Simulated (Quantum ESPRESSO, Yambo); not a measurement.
# Quasiparticle gap of BaO at +1 % isotropic strain

Space group P6₃/mmc (No. 194); a = b = 3.7808 Å, c = 6.5984 Å, α = β = 90.00°, γ = 120.00°

```
atom  site  symmetry       x       y       z
----  ----  --------  ------  ------  ------
O       2a      -3m.  0.0000  0.0000  0.0000
Ba      2c      -6m2  0.3333  0.6667  0.2500
```

The PBEsol cell relaxed from Materials Project entry mp-1008500 was given an isotropic strain of +1 % on all lattice vectors, and the atoms were relaxed again.

Starting point: PBEsol (pw.x of Quantum ESPRESSO, ONCV potentials, scalar-relativistic). G0W0 in Yambo: 6×6×2 Γ-centred k mesh, 121 bands and a 7 Ry block in the screening, 121 bands in G with the Bruneval-Gonze terminator, plasmon pole fitted at 27.2 eV.

- PBEsol gap along the band path: 2.45 eV
- PBEsol gap between the mesh's edge points (Γ → M): 2.45 eV
- G0W0 gap between the same points: 3.50 eV
- PBEsol smallest direct gap on the mesh (at M): 2.47 eV
- G0W0 direct gap at that point: 3.56 eV

```
k point  band  E PBEsol (eV)  E QP (eV)  shift (eV)     Z
-------  ----  -------------  ---------  ----------  ----
Γ          VB           0.00      -0.54       -0.54  0.77
Γ          CB           3.19       3.69        0.50  0.85
A          VB          -0.97      -1.66       -0.68  0.77
A          CB           4.04       4.74        0.71  0.83
M          VB          -0.02      -0.60       -0.58  0.77
M          CB           2.45       2.96        0.51  0.84
```

Energies count from the PBEsol valence-band maximum.

Convergence of the G0W0 settings was not tested.

This is not the ordinary phase of the substance; no match was found in the copy of COD used, and its stability was not checked.
